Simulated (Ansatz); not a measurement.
(100) slab cut from the bulk of AlRu, Pm-3m (No. 221); the slab's formula is AlRu:

```
CELL_PARAMETERS angstrom
2.98262 0.00000 0.00000
0.00000 2.98262 0.00000
0.00000 0.00000 25.43919
ATOMIC_POSITIONS crystal
Ru 0.50000 0.50000 0.29482
Al 0.00000 0.00000 0.35344
Ru 0.50000 0.50000 0.41207
Al 0.00000 0.00000 0.47069
Ru 0.50000 0.50000 0.52931
Al 0.00000 0.00000 0.58793
Ru 0.50000 0.50000 0.64656
Al 0.00000 0.00000 0.70518
```

Level of theory: DFT r2SCAN, scalar-relativistic, plane waves, PAW (Ansatz 0.2.0). Cutoff 500 eV; k points 12×12×1 on the computed 8-atom cell (Γ-centred); Gaussian smearing, width 0.10 eV; no spin polarisation. A dipole correction removes the field between periodic images along c.

**Question.** What forces act on the atoms?

**Answer.**
```tsv
atom	Fx (eV/Å)	Fy (eV/Å)	Fz (eV/Å)
Ru1	0.000	0.000	0.656
Al2	0.000	0.000	-0.234
Ru3	0.000	0.000	-0.367
Al4	0.000	0.000	0.189
Ru5	0.000	0.000	-0.220
Al6	0.000	0.000	-0.115
Ru7	0.000	0.000	1.751
Al8	0.000	0.000	-1.659
```

Cost: 1 run of about 0.81 core-minutes, on Arm Neoverse V2 (shared hosts).